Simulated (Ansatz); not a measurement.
Relaxing gallium (beta-Ga)

All numbers below come from Ansatz, DFT, PBEsol, plane waves (420 eV) with PAW, scalar-relativistic. The PAW files were generated under PBE, with cores re-solved for the functional.

k-point mesh 12×12×10, Fermi-Dirac smearing 0.1 eV, no spin polarisation. Cell and atoms relax.

Starting structure:

```yaml
crystal:
  lattice:
    - [1.383, -4.0265, 0.0]
    - [1.383, 4.0265, 0.0]
    - [-0.11745, 0.0, 3.32993]
  atoms:
    - { symbol: Ga, position: [0.869, 0.131, 0.25] }
    - { symbol: Ga, position: [0.131, 0.869, 0.75] }
hamiltonian:
  xc: pbesol
  pseudopotentials:
    kind: paw
    azcp:
      Ga: "pseudopotentials/Ga.paw.azcp"
basis:
  ecutwfc: 420
  fft_grid_basis: typed
kpoints:
  mp_grid: { grid: [12, 12, 10], shift: [0, 0, 0] }
magnetization:
  spin_polarized: false
scf:
  occupations: { method: fermi_dirac, width: 0.1 }
relax:
  max_steps: 60
  f_tol: 0.01
  cell: {}
```

Q: What cell does the relaxation end in?

A: Cmcm with a = 2.708 Å, b = 8.262 Å, c = 3.202 Å; 17.91 Å³ per atom against 18.54 at the start (-3.4 %).

The cell has left the beta-Ga structure type; it ends in Cmcm.

Q: How much energy does the relaxation gain?

A: 7.5 meV per atom.

Path of the relaxation (the plane waves are chosen anew near the end, which can shift the energy a little):

```csv
step,E − E(final) (meV/atom),V (Å³/atom),P (GPa),max force (eV/Å)
0,7.54,18.543,-1.74,0.176
1,1.85,17.860,0.28,0.033
2,1.60,17.942,0.00,0.003
3,1.44,17.952,-0.05,0.005
4,1.07,17.950,-0.10,0.022
5,0.76,17.937,-0.09,0.026
6,-0.01,17.899,0.03,0.001
7,-0.14,17.903,0.03,0.009
8,-0.17,17.923,-0.04,0.003
9,-0.18,17.910,0.00,0.000
10,0.00,17.910,0.00,0.000
```
